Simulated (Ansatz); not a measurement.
Computed with DFT PBE, scalar-relativistic, plane waves, PAW in Ansatz. Settings: cutoff 420 eV, Γ-centred meshes spaced at most about 0.3 Å⁻¹, and about 0.25 Å⁻¹ or finer for metals (2π included), Gaussian smearing. No spin polarisation in the final relaxations.

All energies are static (0 K, no zero-point motion).

Two relaxed structures of Ta₃W₂:

A.

```xyz
5
Lattice="1.5350 0.8862 10.9245 -1.5350 0.8862 10.9245 0.0000 -1.7724 10.9245" Properties=species:S:1:pos:R:3 pbc="T T T"
Ta    0.0000    0.0000    6.6186
Ta    0.0000    0.0000   26.1548
Ta    0.0000    0.0000    0.0000
W     0.0000    0.0000   13.0779
W     0.0000    0.0000   19.6954
```

B.

```xyz
5
Lattice="0.0000 2.3267 11.4234 1.6246 0.0000 11.4234 1.6246 2.3267 0.0000" Properties=species:S:1:pos:R:3 pbc="T T T"
Ta    1.6246    2.3267   18.3313
Ta    1.6246    2.3267    4.5155
Ta    0.0000    0.0000    0.0000
W     1.6246    2.3267   13.6858
W     1.6246    2.3267    9.1611
```

Question: Which is lower in energy, and by how much?

Answer: B is lower, by 0.37 eV/atom. A has Ta and W ordered on fcc sites, space group R-3m (No. 166), 17.8 Å³/atom and no gap on its mesh; B has Ta and W ordered on bcc sites, space group Fmmm (No. 69), 17.3 Å³/atom and no gap. Counting all near atoms (those within 1.25 times the shortest distance at each site; a plus sign parts nearer from farther groups; a slash parts the counts of unlike sites), A has Ta 12/6+6, W 6+6 and B has Ta 8+6, W 8+6. The denser one is the lower, and pressure would at first widen the difference. Both come from invented guesses.

Spin–orbit coupling, which can matter for Ta and W, is left out. Cells relaxed within their symmetry can be saddle points. The Fmmm cell of Ta3W2 came from shaking the R-3m one.
